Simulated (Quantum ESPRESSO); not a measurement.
Sr₂HfSnO₆, space group Fm-3m (No. 225):

```
CELL_PARAMETERS angstrom
      0.00000     4.12349     4.12349
      4.12349     0.00000     4.12349
      4.12349     4.12349     0.00000
ATOMIC_POSITIONS crystal
  Sr 0.25000 0.25000 0.25000
  Sr 0.75000 0.75000 0.75000
  Hf 0.00000 0.00000 0.00000
  Sn 0.50000 0.50000 0.50000
  O  0.75004 0.24996 0.24996
  O  0.24996 0.75004 0.75004
  O  0.24996 0.75004 0.24996
  O  0.75004 0.24996 0.75004
  O  0.24996 0.24996 0.75004
  O  0.75004 0.75004 0.24996
```
The geometry is a computed Materials Project entry, not a measured one. It is Sr2HfSnO6 in Fm-3m; whether this form has been observed was not checked. Stability against distortions was not tested. The run has no spin polarisation.

```tsv
site	Wyckoff letter	site symmetry
Sr	c	-43m
Hf	a	m-3m
Sn	b	m-3m
O	e	4mm
```

Cores are frozen. Against all-electron runs on small test molecules, this scheme's |Vzz| missed by −2 to +6 % on O.

### Question
Where does symmetry force the field gradient to vanish or to be axial, and what does a PBE PAW density (pw.x of a modified build of Quantum ESPRESSO, JTH datasets) with the all-electron reconstruction of Petrilli and co-workers give?

### Answer
```tsv
site	by symmetry	Vzz (a.u.)	η_Q
Sr	vanishes (cubic site)	0	–
Hf	vanishes (cubic site)	0	–
Sn	vanishes (cubic site)	0	–
O	axial, η = 0 (an axis of order 3 or more)	0.432	0.00
```
